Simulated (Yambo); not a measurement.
Yambo run on CoPS (space group P2_13, No. 198). The wavefunctions are norm-conserving PBEsol (Quantum ESPRESSO, 96 Ry, without SOC) ones on a 2×2×2 mesh (56 occupied bands); a = 5.402 Å, b = 5.402 Å, c = 5.402 Å, α = 90.00°, β = 90.00°, γ = 90.00°.

Yambo input:

```
rim_cut
HF_and_locXC
RandQpts= 1000000
RandGvec= 1 Ry
EXXRLvcs= 96 Ry
VXCRLvcs= 384 Ry
% QPkrange
 1 | 1 | 56 | 57 |
 2 | 2 | 56 | 57 |
 3 | 3 | 56 | 57 |
 4 | 4 | 56 | 57 |
%
```

k points by index: 1 = Γ, 2 = X, 3 = M, 4 = R.

Table of the .hf output:

```
#    K-point    Band    Eo [eV]    Ehf [eV]    Vxc [eV]    Vnlxc [eV]
#
    1    56    -0.454694    -6.795500    -28.09301    -34.43382
    1    57    1.386392    3.840165    -26.68286    -24.22909
    2    56    -0.222934    -5.188267    -25.52477    -30.49010
    2    57    1.563303    4.718717    -23.80526    -20.64985
    3    56    0.000000    -3.547674    -20.32484    -23.87251
    3    57    1.917558    5.796851    -22.91463    -19.03533
    4    56    -0.657414    -5.024149    -21.68008    -26.04682
    4    57    1.404884    4.868687    -25.93637    -22.47257
```
Exchange alone, without screening.

Geometry of the Materials Project entry, not relaxed at this level.

The structure is a Materials Project entry; no match was found in the copy of COD used, and its stability was not checked.

The runs are not spin-polarised; magnetic order was not tried.
